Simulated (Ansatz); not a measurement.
ZrPt:
```
ZrPt
1.0
    1.72087    -5.19672     0.00000
    1.72087     5.19672     0.00000
    0.00000     0.00000     4.28112
Zr Pt
2 2
Direct
  0.85879   0.14121   0.75000
  0.14121   0.85879   0.25000
  0.59227   0.40773   0.75000
  0.40773   0.59227   0.25000
```

Relaxed with r²SCAN. Special points in fractions of this cell's reciprocal vectors: Γ (0.000, 0.000, 0.000); Y (-0.500, 0.500, 0.000); C0 (-0.277, 0.723, 0.000); Σ0 (0.277, 0.277, 0.000); Z (0.000, 0.000, 0.500); A0 (0.277, 0.277, 0.500); E0 (-0.277, 0.723, 0.500); T (-0.500, 0.500, 0.500); S (0.000, 0.500, 0.000); R (0.000, 0.500, 0.500).

### Question
List the band energies nearest the Fermi level at these points for plane-wave PAW r²SCAN (Ansatz code).

### Answer
In eV from the Fermi level; about four levels below and three above (degenerate sets whole), none deeper than 8.9 eV; points with the same levels are listed once.

| k | below | above |
|---|---|---|
| Γ | -2.98 -2.97 -2.35 -0.62 | 1.23 1.24 1.79 |
| Y | -3.25 -3.00 -2.90 -0.85 | 0.51 1.04 1.85 |
| C0 | -1.64 -1.43 -1.40 -0.26 | 0.25 1.74 2.44 |
| Z | -2.94 -2.94 -0.91 -0.91 | 0.79 0.79 1.03 1.03 |
| A0 | -2.24 -2.24 -0.59 -0.59 | 0.57 0.57 1.35 1.35 |
| T | -3.09 -3.09 -1.82 -1.82 | 0.99 0.99 1.57 1.57 |
| S | -2.01 -1.33 -1.07 -0.53 | 0.12 1.47 2.30 |
| R | -2.08 -2.08 -0.53 -0.53 | 0.31 0.31 1.21 1.21 |

Space group Cmcm. The first step of the workflow began from a Materials Project structure, measured or hypothetical; the Crystallography Open Database copy checked does not list it. COD files the formula under space group No. 221, so this cell is another polymorph or a model. Whether it is the stable phase at ambient conditions was not checked. The r²SCAN relaxation kept the symmetry of its start; its stability against distortions is not shown here. The run is not spin-polarised. Scalar-relativistic: spin–orbit coupling is off unless named, which matters more the heavier the elements.

Potentials: the later of the program's two PAW sets.
